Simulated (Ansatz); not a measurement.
## TaN (rock salt), scan of one atom of the cell

Starting cell, TaN (rock salt):

```
CELL_PARAMETERS angstrom
      0.00000     4.37561     4.37561
      2.18780     0.00000     2.18780
      2.18780     2.18780     0.00000
ATOMIC_POSITIONS crystal
  N  0.00000 0.00000 0.00000
  N  0.50000 0.00000 0.00000
  Ta 0.25000 0.50000 0.50000
  Ta 0.75000 0.50000 0.50000
```

In this cell atom 1 (N, nearest neighbour Ta at 2.188 Å; its periodic images, 3.1 Å or more away, move with it) is moved by s along Cartesian [110], unit vector (0.707, 0.707, 0.000); all other atoms and the cell stay fixed.

Computed with PBEsol (plane waves to 420 eV, PAW, scalar-relativistic; Ansatz, a program for electronic structure). k mesh 15×15×15 (Γ-centred), Fermi-Dirac smearing 0.05 eV. E stands for the smeared free energy. Stress and pressure are positive under compression. Left out: 2 of 11 points, with atoms too close for the PAW data. With partly filled bands, energies and forces of such displacements shift with the k mesh and the smearing. F∥ is the force on the atom along that direction. Spin-orbit coupling is left out, though Ta is heavy. TaN is run without spin polarisation. TaN was relaxed with its symmetry unable to fall. This is a high-temperature form of TaN. The zero of ΔE is the undisplaced structure.

```tsv
s (Å)	ΔE (meV/cell)	F∥ (eV/Å)	P (GPa)
-0.528	1719	6.198	25.4
-0.396	992	4.819	14.6
-0.264	450	3.352	6.6
-0.132	114	1.721	1.6
0.000	0	0.000	0.0
0.132	114	-1.721	1.6
0.264	450	-3.352	6.6
0.396	992	-4.819	14.6
0.528	1719	-6.198	25.4
```

Summary:

| Property | Result |
|---|---|
| Energy at s = 0.528 Å | 1719 meV/cell |
| Force along the line at s = -0.528 Å | 6.20 eV/Å |
| Symmetry of the curve | even: the same for both signs |
| Shape of the curve | a single well with its minimum at or next to zero displacement |
| Force constant k = d²E/ds² at s = 0 (finite differences) | 13.1 eV/Å² |
| Harmonic estimate at the end of the scan | ½ks² = 1833 meV/cell against the computed 1719 meV/cell, so the well is softer than harmonic there |

(A displaced cell: forces are minus the slopes of the energy, force constants its curvatures, and phonons follow from these.)
